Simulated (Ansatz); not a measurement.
## Pressure against volume: ZrHg

```
Zr Hg
1.0
     3.14700    0.00000    0.00000
     0.00000    3.14700    0.00000
     0.00000    0.00000    4.17000
Zr Hg
1 1
Direct
  0.50000 0.50000 0.50000
  0.00000 0.00000 0.00000
```

The cell is COD entry 1522699, as deposited and not checked against the literature; nothing was relaxed.

Spin–orbit coupling is left out, though it moves levels of the heavy atoms by tenths of an eV or more.

Levels of theory: DFT, PBEsol, all-electron LAPW, scalar-relativistic (Ansatz 0.2.0); DFT, PBEsol, PAW with Ansatz's default frozen-core files, scalar-relativistic (Ansatz 0.2.0).

For LAPW: a Γ-centred 13×13×10 k mesh, Fermi–Dirac smearing of 0.03 eV, basis error target 0.5 meV/atom, no spin polarisation. PAW takes a cutoff of 420 eV at this cell (files made with PBE, cores remade for this functional). The Ansatz runs share mesh, smearing and spin set-up. Plane-wave (PAW) pressures include the program's estimate of the Pulay term.

The cell above is scaled evenly, with fractional coordinates and shape held.

```
V/V(cell)  V (Å³/atom)  P, LAPW (GPa)  P, PAW (GPa)  free energy over the lowest listed, PAW (meV/atom)
   0.9400       19.410           7.57          7.55                                                24.9
   0.9800       20.236           1.80          1.79                                                 1.4
   1.0000       20.649          -0.63         -0.64                                                 0.0
   1.0100       20.856          -1.74         -1.76                                                 1.6
   1.0400       21.475              ?             ?                                                   ?
```

Problem. Fill in the row V/V(cell) = 1.0400.

Solution. P, LAPW (GPa) = -4.73, P, PAW (GPa) = -4.75, free energy over the lowest listed, PAW (meV/atom) = 14.3.

Problem. What do Birch–Murnaghan fits to the pressures give?

Solution. LAPW: V0 = 20.54 Å³/atom, B0 = 118 GPa, B0′ = 4.6; PAW: V0 = 20.54 Å³/atom, B0 = 118 GPa, B0′ = 4.6.

PAW's V0 lies -0.01 % from the all-electron value and its B0 0.0 %. With shape and internal coordinates held, B0 is an upper bound to the relaxed modulus.
